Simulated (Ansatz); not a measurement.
CaZnC₂O₆ in space group R-3 (No. 148; Ca on 3a, Zn on 3b, C on 6c, O on 18f) under volume change, r²SCAN in the plane-wave PAW code Ansatz, shape and atoms relaxed at each volume.

| V (Å³/atom) | E − E(relaxed) (meV/atom) | P (GPa) |
|---|---|---|
| 9.742 | ? | ? |
| 10.063 | 13.5 | 7.14 |
| 10.384 | 3.2 | 3.27 |
| 10.705 | 0.0 | -0.02 |
| 11.026 | ? | ? |
| 11.348 | 10.9 | -5.13 |
| 11.669 | 23.3 | -7.10 |

Q: Some entries are withheld; supply them.

A: 
- 9.742, E − E(relaxed) (meV/atom): 32.3
- 9.742, P (GPa): 11.70
- 11.026, E − E(relaxed) (meV/atom): 2.9
- 11.026, P (GPa): -2.79

Q: What does a third-order Birch–Murnaghan fit give for V₀, B₀ and B′?

A: V₀ = 10.70 Å³/atom, B₀ = 100 GPa, B′ = 4.6.

The workflow started from a Materials Project entry (that database holds measured and hypothetical structures alike); the Crystallography Open Database copy checked does not list it. Its standing as an ambient phase is unchecked. The r²SCAN relaxation kept the symmetry of its start; whether a distortion lowers the energy is not shown.

Potentials: the later of the program's two PAW sets.
